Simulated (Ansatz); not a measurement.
Level: PBEsol, no spin polarisation; 420 eV; 4×5×2 (shifted by 0, 0, 0.5 steps) mesh; fermi-dirac occupations (width 0.1 eV); Ansatz 0.2.0, fixed geometry.

Computed maps in the lattice plane spanned by a (left to right, 4.92 Å, 15 points from zero) and b (bottom to top, 4.65 Å, 14 points from zero), 118° apart, at height 0.249 along c. The fields are smooth PAW ones with compensation charges, not the true ones near nuclei.

Valence density. Digits on a logarithmic scale: 0 up to 0.03 e/Å³, each further digit a factor of 1.6, 9 from 1.3 e/Å³ up:
```
556665555556655
655544444555667
755444444557999
754444444569999
654444445699999
654444455799998
654445556799997
655555666788877
865568987677899
966699997678999
866999997689999
667999986699999
668999966699997
567997655678866
```

ELF. Ten even steps from '0' (0.11) to '9' (0.94):
```
210000353100011
011123444321000
102333334310353
103421234105897
014321343038995
144333553069971
334444443146522
013431112111111
103201221221133
302037741322687
210389941216998
010699821138994
111687313037740
310331033002101
```

Problem. The cell is TiCr$_{2}$. Which atoms lie within 0.2 Å of this plane, and where (fractions of a and b)?

Solution. Cr at (0.80, 0.63), Cr at (0.32, 0.17), Cr at (0.83, 0.19). The whole cell:
```yaml
crystal:
  lattice:
    - [4.91300, 0.14297, -0.00206]
    - [-2.33269, 4.01738, -0.00112]
    - [-0.00334, -0.00403, 8.26629]
  atoms:
    - { symbol: Cr, position: [0.80434, 0.62904, 0.24868] }
    - { symbol: Cr, position: [0.16887, 0.83744, 0.76094] }
    - { symbol: Cr, position: [0.32257, 0.17323, 0.24101] }
    - { symbol: Cr, position: [0.14572, 0.36490, 0.74174] }
    - { symbol: Cr, position: [0.82827, 0.19004, 0.23982] }
    - { symbol: Cr, position: [0.67024, 0.82593, 0.74619] }
    - { symbol: Cr, position: [0.00748, 0.00977, 0.98921] }
    - { symbol: Cr, position: [0.02096, 0.00585, 0.50169] }
    - { symbol: Ti, position: [0.34567, 0.67026, 0.05447] }
    - { symbol: Ti, position: [0.67071, 0.32466, 0.56337] }
    - { symbol: Ti, position: [0.34036, 0.65984, 0.44471] }
    - { symbol: Ti, position: [0.67635, 0.30115, 0.92540] }
```

Origin: a strained cell with displaced atoms, so it need not be a known compound. Caveats: no spin polarisation, so a magnetic state may lie lower; the k mesh is coarse if the cell is a metal; atoms or cell far from equilibrium.
